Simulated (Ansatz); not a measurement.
**Na$_{2}$Ag$_{2}$TeO$_{6}$: reading a single point**

```
Te Ag Na O
1.0
     2.95225    4.48853    0.00000
     2.95225   -4.48853    0.00000
     2.47377    0.00000   -5.62473
Te Ag Na O
1 2 2 6
Cartesian
  0.0000 0.0000 0.0000
  2.9523 1.4790 0.0000
  2.9523 -1.4790 0.0000
  4.1891 -2.8375 -2.8124
  4.1891 2.8375 -2.8124
  3.0922 1.4651 -4.4317
  5.2861 1.4651 -1.1930
  5.2861 -1.4651 -1.1930
  3.0922 -1.4651 -4.4317
  6.5401 0.0000 -4.7023
  1.8381 0.0000 -0.9225
```

Single point in Ansatz 0.2.0 with r2SCAN, no spin polarisation. Cutoff 500 eV, PAW datasets, 5×5×5 Γ-centred k mesh, fermi-dirac filling (width 0.1 eV).

**Forces.** The largest is on O10 (and as large on other atoms): 2.56 eV/Å, components (2.37, 0.00, 0.97). It makes 49° with the line to a nearest neighbour, Te1 at 2.06 Å.
**Stress.** The pressure is 4.7 GPa (compression positive), so with the atoms held at these fractions the cell would first expand; the forces are large, so a full relaxation may end otherwise. The principal stresses -2.3, 5.7, 10.6 GPa differ, so its shape would change too.
**Electronic structure.** Counting bands on this mesh leaves a gap of 0.13 eV, but it is narrow, so a finer mesh and a narrower smearing would have to settle it.
**Formation energy.** -0.91 eV an atom against the elements' usual phases (free molecules for gases, crystals otherwise, with no correction for O₂ or N₂), so it is bound against them; other compounds may still compete. Relaxing would lower it.
**Contacts.** Te–O at 1.99 Å: least valence density 0.88 e/Å³ and ELF 0.41 there. Ag–O at 2.05 Å: least valence density 0.70 e/Å³ and ELF 0.18 there. Na–O at 2.39 Å: least valence density 0.11 e/Å³ and ELF 0.02 there. These are pseudo-fields; inside the PAW spheres they differ from the all-electron ones.

Origin: a known structure type with other elements, at an estimated volume, so it need not be a known compound. Caveats: many states at the Fermi level without spin polarisation, so a magnetic state may lie lower; atoms or cell far from equilibrium; the gap is not wide against the smearing.

Cost: 96 s on 1 thread of Arm Neoverse V1, with other jobs on the host, peak memory 1 GiB (start from a saved density). The time holds forces, stress, DOS, bands, ELF.
